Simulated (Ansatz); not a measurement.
Se (trigonal-Se type, space group P3_121)

```
CELL_PARAMETERS angstrom
      9.06910     0.00000     0.00000
     -2.26727     3.92703     0.00000
      4.53455     0.00000     5.04146
ATOMIC_POSITIONS crystal
  Se 0.69240 0.00000 0.83333
  Se 0.19240 0.00000 0.83333
  Se 0.91667 0.21814 0.16667
  Se 0.41667 0.21814 0.16667
  Se 0.14093 0.78186 0.50000
  Se 0.64093 0.78186 0.50000
```

A phonon eigenvector at L = (0.5, 0.0, 0.5) is frozen into this cell: atom i moves by Q times the vector below, so Q is the largest atomic displacement, in Å. The cell is held. (q is in reciprocal vectors of the primitive cell; the cell shown is doubled to hold the pattern.)

```tsv
atom	x	y	z
Se1	0.026	0.395	0.918
Se2	-0.026	-0.395	-0.918
Se3	-0.317	-0.183	0.903
Se4	0.317	0.183	-0.903
Se5	0.355	-0.175	0.918
Se6	-0.355	0.175	-0.918
```

Level of theory: PBE (plane waves to 420 eV, PAW, scalar-relativistic; Ansatz, a quantum-chemistry and plane-wave program). k mesh 8×8×8 (Γ-centred), Fermi-Dirac smearing 0.05 eV. Se was relaxed with its symmetry unable to fall. 

```
Q (Å)   −dE/dQ from forces (eV/Å)
------  -------------------------
-0.100                      6.690
-0.083                      5.379
-0.067                      4.176
-0.050                      3.059
-0.033                      2.004
-0.017                      0.992
0.000                       0.000
0.017                      -0.992
0.033                      -2.004
0.050                      -3.059
0.067                      -4.176
0.083                      -5.379
0.100                      -6.690
```

**Question.** What harmonic wavenumber does the curvature at Q = 0 give?

**Answer.** 186 cm⁻¹. E″ = 59.30 eV/Å², M = Σ mᵢ|uᵢ|² = 465.8 u, ν̃ = 521.5·√(|E″|/M).

(A displaced cell: forces are minus the slopes of the energy, force constants its curvatures, and phonons follow from these.)
